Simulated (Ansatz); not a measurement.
# PtSe$_{2}$: all-electron results

```
CELL_PARAMETERS angstrom
3.72400 0.00000 0.00000
-1.86200 3.22508 0.00000
0.00000 0.00000 5.06200
ATOMIC_POSITIONS crystal
Pt 0.00000 0.00000 0.00000
Se 0.33333 0.66667 0.25000
Se 0.66667 0.33333 0.75000
```

Atoms are numbered in the order listed.

The cell comes from COD entry 9009117, which wasn't checked; take it as a given geometry. Its inner coordinates are ideal values, not refined ones.

No spin–orbit coupling, which matters for the heavy atoms here.

All numbers are computed: DFT, PBE, all-electron LAPW, scalar-relativistic (Ansatz 0.2.0); DFT, PBE, PAW with Ansatz's default frozen-core files, scalar-relativistic (Ansatz 0.2.0).

For LAPW: a Γ-centred 10×10×7 k mesh, Fermi–Dirac smearing of 0.05 eV, basis error target 1 meV/atom, no spin polarisation. PAW takes a cutoff of 420 eV at this cell. The Ansatz runs share mesh, smearing and spin set-up. Values come from LAPW unless marked.

- Pressure at this cell: 73.2 kbar
- Band gap: none: bands cross the Fermi level, a metal
- Stress xx, yy, zz (compression positive): 7.99, 7.99, 5.98 GPa
- Largest force: 0.563 eV/Å on Se2
- Density of states at the Fermi level (0.2 eV bin): 0.21 states/eV per cell
- Löwdin charges (with 0.21 e of the cell spilling out of the atomic basis, so their sizes and signs hang on that basis): Pt1 0.52, Se2 -0.16 e
- Bader charges (from the PAW run): Pt1 +0.08, Se2 -0.04 e
- Volume per atom: 136.8 bohr³
